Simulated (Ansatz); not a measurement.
Cs2AgBiBr6 in the elpasolite structure was relaxed with 4 functionals in Ansatz, cell and atoms free, the symmetry of the start kept (meshes: PBE 4×4×4, r2SCAN 4×4×4, PBEsol 4×4×4, LDA 4×4×4). The calculation is spin-unpolarised, and the structure need not be a phase that has been made.

The LDA result:
```yaml
crystal:
  lattice:
    - [0.00000, 5.49817, 5.49817]
    - [5.49817, 0.00000, 5.49817]
    - [5.49817, 5.49817, 0.00000]
  atoms:
    - { symbol: Cs, position: [0.25000, 0.25000, 0.25000] }
    - { symbol: Cs, position: [0.75000, 0.75000, 0.75000] }
    - { symbol: Ag, position: [0.00000, 0.00000, 0.00000] }
    - { symbol: Bi, position: [0.50000, 0.50000, 0.50000] }
    - { symbol: Br, position: [0.24454, 0.75546, 0.75546] }
    - { symbol: Br, position: [0.24454, 0.75546, 0.24454] }
    - { symbol: Br, position: [0.75546, 0.24454, 0.75546] }
    - { symbol: Br, position: [0.75546, 0.24454, 0.24454] }
    - { symbol: Br, position: [0.75546, 0.75546, 0.24454] }
    - { symbol: Br, position: [0.24454, 0.24454, 0.75546] }
```

The symmetry is Fm-3m (No. 225, cubic); a = 10.996 Å in the conventional setting, 33.24 Å³ an atom. Cs has 12 Br at 3.89 Å; Ag has 6 Br at 2.69 Å; Bi has 6 Br at 2.81 Å; Br has 1 Ag at 2.69 Å and 1 Bi at 2.81 Å and 4 Cs at 3.89 Å.

**Question.** Order the functionals by the relaxed volume, smallest first.
A. LDA
B. r2SCAN
C. PBEsol
D. PBE

**Answer.** A (33.24 Å³/atom), C (35.00 Å³/atom), B (36.51 Å³/atom), D (37.77 Å³/atom).

**Question.** How does the cell change with PBEsol?

**Answer.** a = 11.187 Å; the volume differs by +5.3 % from LDA's. Around Cs lie 12 Br at 3.96 Å; around Ag lie 6 Br at 2.75 Å; around Bi lie 6 Br at 2.84 Å (further sites aren't listed).

**Question.** How does the cell change with r2SCAN?

**Answer.** a = 11.345 Å; the volume differs by +9.8 % from LDA's. Cs has 12 Br at 4.01 Å; Ag has 6 Br at 2.82 Å; Bi has 6 Br at 2.86 Å (further sites aren't listed).

**Question.** Held at the r2SCAN cell, what mean stress do LDA and PBE find, and does its sign point to their own minimum?

**Answer.** Yes. LDA -2.28 GPa, and its relaxed volume is -8.9 % from r2SCAN's; PBE +0.85 GPa, and its relaxed volume is +3.5 % from r2SCAN's. Compression counts positive, so a positive stress asks for a larger cell.
